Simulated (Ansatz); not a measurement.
# Au₈S in Ansatz, settings compared

Launch command:

```bash
ansatz run input.yaml --threads 1 --pin off --max-ram 2560MiB --backend cpu --events-out ev --progress --plain --runs-dir out
```

Input:

```yaml
crystal:
  lattice:
    - [-2.923873, 3.171659, 4.311474]
    - [5.847746, 0.0, 0.0]
    - [2.923873, 3.171659, -4.311474]
  atoms:
    - { symbol: Au, position: [0.625, 0.375, 0.875] }
    - { symbol: Au, position: [0.125, 0.375, 0.375] }
    - { symbol: S, position: [0.0, 0.0, 0.0] }
    - { symbol: Au, position: [0.625, 0.875, 0.375] }
    - { symbol: Au, position: [0.625, 0.375, 0.375] }
    - { symbol: Au, position: [0.625, 0.875, 0.875] }
    - { symbol: Au, position: [0.125, 0.875, 0.375] }
    - { symbol: Au, position: [0.125, 0.875, 0.875] }
    - { symbol: Au, position: [0.125, 0.375, 0.875] }
  symmetry: { tolerance: 0.0003 }
kpoints:
  mp_grid: { grid: [4, 4, 4], shift: [0, 0, 0] }
magnetization:
  spin_polarized: false
scf:
  occupations: { method: fermi_dirac }
hamiltonian:
  pseudopotentials: { kind: paw }
  xc: pbe
basis:
  ecutwfc: 420
output:
  forces: true
  stress: true
  eigenvalues: true
```

Origin of the cell: a known structure type with other elements, at an estimated volume, so it need not be a known compound.

The smearing width isn't typed, so it takes its default of 0.1 eV.

Output of this run (shortened):

```
SCF iter   1: F=—  HF=-106084.767930 eV  Δρ=6.56e-3  dr2=6.12e-2  defer=42
SCF iter   2: F=—  HF=-106084.746437 eV  Δρ=3.45e-3  dr2=1.98e-2  defer=57
SCF iter   3: F=—  HF=-106084.744838 eV  Δρ=7.49e-4  dr2=1.85e-3  defer=57
SCF iter   4: F=—  HF=-106084.744535 eV  Δρ=2.70e-4  dr2=2.37e-4  defer=57
SCF iter   5: F=—  HF=-106084.744484 eV  Δρ=9.49e-5  dr2=2.65e-5  defer=57
SCF iter   6: F=—  HF=-106084.744839 eV  Δρ=3.31e-5  dr2=1.86e-6  defer=57
SCF iter   7: F=—  HF=-106084.744840 eV  Δρ=7.76e-6  dr2=1.18e-7  defer=57
SCF iter   8: F=-106084.744840 eV  HF=-106084.744840 eV  Δρ=1.97e-6  dr2=8.39e-9
SCF 1 converged in 8 iterations: F = -106084.744840 eV  dr2 = 8.39e-9
SCF converged after 8 iterations
Free energy (F): -106084.744840 eV
Harris-Foulkes:  -106084.744840 eV  (|F-HF|=3.20e-9)
Internal energy: -106084.636997 eV  (E = F + TS)
E sigma→0 (E₀):  -106084.690918 eV
Entropy (-TS):   -0.107843 eV (-11.983 meV/atom)
Fermi energy:    18.588402 eV
--- Per-component energies (eV) ---
  E_band       = -1998.669528
  E_kinetic    = 4986.755842
  E_local      = -15494.049284  (includes V_loc(G=0)·N_el)
  E_nonlocal   = 619.250915
  E_hartree    = 6547.946120
  E_xc         = -1932.358637
  E_vxc        = -2304.016769  (∫ρ·V_xc dr)
  E_paw        = -78257.237429  (= ΣΔE_a)
  E_vpaw       = -2902.512300  (= ΣTr[D̂ρ^β])
  E_aug_tail   = 0.011312  (compensation charges beyond the density's cutoff)
  E_ewald      = -22554.955837
  E_smearing   = -0.107843  (= −TS)
  Σ components = -106084.744840   (vs F -106084.744840, Δ=0.00e0)
--- Forces (eV/Å), atoms counted from 1 ---
  atom   1  Au     0.000000    -0.046432    -0.042508
  atom   2  Au     0.000000     0.046432    -0.042508
  atom   3  S      0.000000     0.000000    -8.307958
  atom   4  Au     0.072510     0.000000    -0.022279
  atom   5  Au    -0.072510     0.000000    -0.022279
  atom   6  Au     0.000000   -10.134223    -6.989880
  atom   7  Au     0.000000    10.134223    -6.989880
  atom   8  Au   -15.279306     0.000000    11.208653
  atom   9  Au    15.279306    -0.000000    11.208653
  max |Σ_I F_I| component: 1.26e-5 eV/Å
--- Stress (GPa, compression-positive) ---
       45.195458       0.000000       0.000000
        0.000000      29.965566       0.000000
        0.000000       0.000000      38.087560
  P = ⅓ Tr σ = 37.7495 GPa (377.495 kbar)
```

The same input was run again with these changes:

1. `hamiltonian.dispersion` default → d3bjatm; `magnetization` { spin_polarized: false } → { spin_polarized: true } (starts: ferro); `kpoints.mp_grid.grid` [4, 4, 4] → [3, 3, 3]; typed moments: Au1 1, Au2 1, S3 2, Au4 1, Au5 2, Au6 3, Au7 1, Au8 1, Au9 3
2. `scf.occupations.method` fermi_dirac → tetrahedron; `total_charge` default → -1
3. `scf.convergence.dr2_threshold` default → 1.0e-06; `scf.eigensolver.kind` default → davidson; `hamiltonian.pseudopotentials` { kind: paw } → { kind: paw, source: jth }
4. `basis.ecutrho_ratio` default → 9; `basis.ecutwfc` 420 → "36.7 Ry"; `accuracy` default → medium

```
 run        end  SCF iterations  P (GPa)  max force component (eV/Å)  moment (μB)  ΔE(σ→0) (meV/atom)
base  converged               8    37.75                      15.279            –                   0
   1  converged              14    33.45                      15.360         0.00                   –
   2  converged               8        –                      15.534            –                   –
   3  converged              11    41.98                      16.930            –                   –
   4  converged               8    37.75                      15.278            –               -1.34
```

Energies are compared only where functional, datasets, charge and starting cell are the same.

Not properties of the system: run 1 (too coarse or loose: `kpoints.mp_grid.grid` = [3, 3, 3]).

Caveats of the base run: no spin-orbit coupling, though heavy elements are present; the given cell is far from equilibrium, with atoms too close or a volume far off; the k mesh is coarse if the cell is a metal.

Run 1: a starting moment was lost.
Run 2: charged cell with a uniform background, whose pressure depends on convention; forces and stress under tetrahedra may miss the slope of the energy; no moments, though an odd count or open d shells may carry them.
Run 3: the SCF threshold is loose for forces; the cutoff lies below the datasets' advice.

The base run ran for 18 s on 1 thread of Arm Neoverse V2, on a shared host, peak memory 0.49 GiB, from the program's own first density.
